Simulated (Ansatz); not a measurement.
NaSrBr₃ (cubic perovskite), relaxed with r2SCAN in the plane-wave code Ansatz. It is cubic, Pm-3m (No. 221); conventional cell a = 5.928 Å, 41.66 Å³ an atom. Na is surrounded by 12 Br at 4.19 Å; Sr is surrounded by 6 Br at 2.96 Å; Br is surrounded by 2 Sr at 2.96 Å and 4 Na at 4.19 Å.

The axes x, y and z are those of this cell:
```xyz
5
Lattice="5.9277 0.0000 0.0000 0.0000 5.9277 0.0000 0.0000 0.0000 5.9277" Properties=species:S:1:pos:R:3 pbc="T T T"
Na    0.0000    0.0000    0.0000
Sr    2.9638    2.9638    2.9638
Br    2.9638    2.9638    0.0000
Br    2.9638    0.0000    2.9638
Br    0.0000    2.9638    2.9638
```

Unstrained: PBE gives an indirect gap of 2.973 eV, from R to Γ; the least direct gap is 3.232 eV at Γ. The r2SCAN gap is indirect, 3.711 eV (R to Γ), below the direct gap of 3.975 eV at Γ. HSE06 gives an indirect gap of 4.087 eV, from R to Γ; the least direct gap is 4.360 eV at Γ. Meshes: PBE 4×4×4, r2SCAN 4×4×4, HSE06 4×4×4. Strains are changes of length per length, and xy shears are angles. After each strain the atoms were relaxed again with r2SCAN in this cell and within any symmetry left, so distortions that break it or need a larger cell weren't tested; points keep the names that they have in the unstrained zone. No spin polarisation and no zero-point or thermal motion; the cell was built from a prototype and may be hypothetical.

(1) Apply xy shear, engineering strain (angle) +4.0 %. How far does the gap move, against the unstrained cell?

(2) Estimate what isotropic +2.5 % on every length does to the gap.

(3) Estimate what uniaxial -1.5 % along z, other directions held does to the gap.

(4) One strain changed the r2SCAN stress by xx +0.53, yy +0.53, zz 0.00 GPa (compression positive) and the gap by -0.001 eV (PBE), -0.005 eV (r2SCAN), -0.002 eV (HSE06). Which kind of strain was it, and roughly how large?

Answers

(1) PBE: the gap goes from 2.973 to 2.956 eV (-0.017 eV). r2SCAN: the gap goes from 3.711 to 3.692 eV (-0.020 eV). HSE06: the gap goes from 4.087 to 4.068 eV (-0.018 eV). The r2SCAN energy rises by 0.7 meV an atom.

(2) PBE: the gap goes from 2.973 to 2.926 eV (-0.047 eV). r2SCAN: the gap goes from 3.711 to 3.680 eV (-0.032 eV). HSE06: the gap goes from 4.087 to 4.041 eV (-0.045 eV). The r2SCAN energy rises by 12.3 meV an atom.

(3) PBE: the gap goes from 2.973 to 2.975 eV (+0.002 eV). r2SCAN: the gap goes from 3.711 to 3.711 eV (-0.001 eV). HSE06: the gap goes from 4.087 to 4.089 eV (+0.002 eV). The r2SCAN energy rises by 1.4 meV an atom.

(4) Epitaxial -1.0 % in the xy plane, free normal strain +0.22 %. The pattern of the stress gives the kind; the size needs the stiffness, so it is an estimate.

The runs are scalar-relativistic, without spin-orbit coupling.

The meshes of the hybrids are coarse, so their gaps aren't converged to the digits shown.
